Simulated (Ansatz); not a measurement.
**Data sheet: CdTe (DFT)**

CdTe (CsCl type, space group No. 221), a = b = c = 3.7024 Å, α = β = γ = 90.00°.

Space group Pm-3m (No. 221), CsCl type; conventional cell a = 3.702 Å, b = 3.702 Å, c = 3.702 Å, α = 90.00°, β = 90.00°, γ = 90.00°.

Method: the program Ansatz at the PBEsol level (PAW). Geometry: relaxed at this level of theory. Other levels are named where they apply.

Cell and energy:

```yaml
volume_per_atom: 25.38 Å³
density: 7.85 g/cm³
Formation energy from the elements (no fitted shifts): 0.085 eV/atom
```

Electronic structure:

```yaml
electronic_character: metallic (no gap)
Density of states at the Fermi level: 0.71 states/eV per atom (mean over ±0.08 eV)
Gap with spin–orbit coupling: none (metallic)
```

Mechanics:

```yaml
Bulk modulus (Birch–Murnaghan fit): 55.7 GPa
Pressure derivative B′: 4.9
Elastic constants (relaxed ions, GPa): C11 = 53.1, C12 = 56.3, C44 = -1.0
mechanical_stability: unstable (C has a negative eigenvalue)
```

Phonons:

```yaml
highest_zone_centre_frequency: 1.82 THz
zone_centre_stability: no imaginary mode at Γ
```

The start of the workflow was typed in or built on a structure type; neither database checked (COD, Materials Project) lists it. It is not the phase usual at ambient conditions (space group No. 216). The cell was relaxed with PBEsol under the symmetry of its start. As this level gives no gap, shear constants depend on the k-mesh and smearing (Fermi–Dirac, 0.1 eV here). As this level gives no gap, phonon frequencies hold no LO–TO term and depend on the k-mesh and smearing (Fermi–Dirac, 0.1 eV here). The references are the lowest solids computed at this level, not always the standard phases. Scalar-relativistic: spin–orbit coupling is off unless named, which matters more the heavier the elements.

Potentials: the later of the program's two PAW sets.
